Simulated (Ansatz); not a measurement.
The relaxed structure here is a generated cell of Au: the first start was made by placing the elements on the sites of a structure type, and the end was not matched to a known phase here, so it may be hypothetical. Known forms of Au include space group No. 225.

A relaxed cell of Au (I4/mmm (No. 139)), relaxed on a k-mesh at least as fine as the one used below. Calculation: PBE (plane waves to 420 eV, PAW, scalar-relativistic; Ansatz, a program for electronic structure). Γ-centred k-mesh 14×14×7 on the run's cell (coarser than for final values), Fermi–Dirac smearing 0.05 eV.

```
CELL_PARAMETERS angstrom
     -1.75124     1.75124     1.47588
      1.75124    -1.75124     1.47588
      3.50248     3.50248    -2.95176
ATOMIC_POSITIONS crystal
  Au 0.00000 0.00000 0.00000
  Au 0.00000 0.00000 0.50000
```

The atoms are displaced by (Å):

```json
[
 {"atom": "Au1", "ux": "-0.058", "uy": "0.077", "uz": "-0.061"},
 {"atom": "Au2", "ux": "-0.016", "uy": "0.035", "uz": "0.039"}
]
```

### Question
What forces (eV/Å) and pressure result?

### Answer
| atom | Fx | Fy | Fz |
|---|---|---|---|
| Au1 | 0.00 | 0.00 | 0.15 |
| Au2 | 0.00 | 0.00 | -0.15 |

Pressure +0.2 GPa.

No spin polarisation in the result.

The run that gave the undisplaced cell could not lose the symmetry of its start, so the end can be a saddle point.
